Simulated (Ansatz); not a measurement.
Values for one crystal, relaxed and computed with r²SCAN in the plane-wave PAW code Ansatz; other levels are named.

| Quantity | Value |
|---|---|
| Volume per atom | 11.83 Å³ |
| Electronic character | metallic (no gap) |
| Pressure derivative B′ | 4.2 |
| Formation energy from the elements (no fitted shifts) | -2.45 eV/atom |
| Bulk modulus (Birch–Murnaghan fit) | 124 GPa |
| Density of states at the Fermi level | 0.21 states/eV per atom (mean over ±0.08 eV) |

Q: Which of these materials gives this?
(A) TiC, CsCl type
(B) SrTiHO2, P4/mmm (Sr on 1a, Ti on 1d, O on 2e, H on 1c)
(C) TiSi, Pnma (Ti on 4c, Si on 4c)
(D) SnO, zinc blende

A: B, SrTiHO2, P4/mmm (Sr on 1a, Ti on 1d, O on 2e, H on 1c)

The start of the workflow was typed in or built on a structure type; neither database checked (COD, Materials Project) lists it. Its standing as an ambient phase is unchecked. The r²SCAN relaxation kept the symmetry of its start; its stability against distortions is not shown here. The final state is ferromagnetic, the only order run, not a proven ground state. The cell computed holds one magnetic atom, so no antiferromagnetic order was within reach. Other orbital occupations within this spin state were not tried. No Hubbard U is applied. The compound may be a true metal, but semilocal functionals without U, or a wrong spin order, can also close a gap. The references are the lowest solids computed at this level, not always the standard phases (solids in place of the gases). Scalar-relativistic: spin–orbit coupling is off unless named, which matters more the heavier the elements.

Potentials: the earlier of the program's two PAW sets.
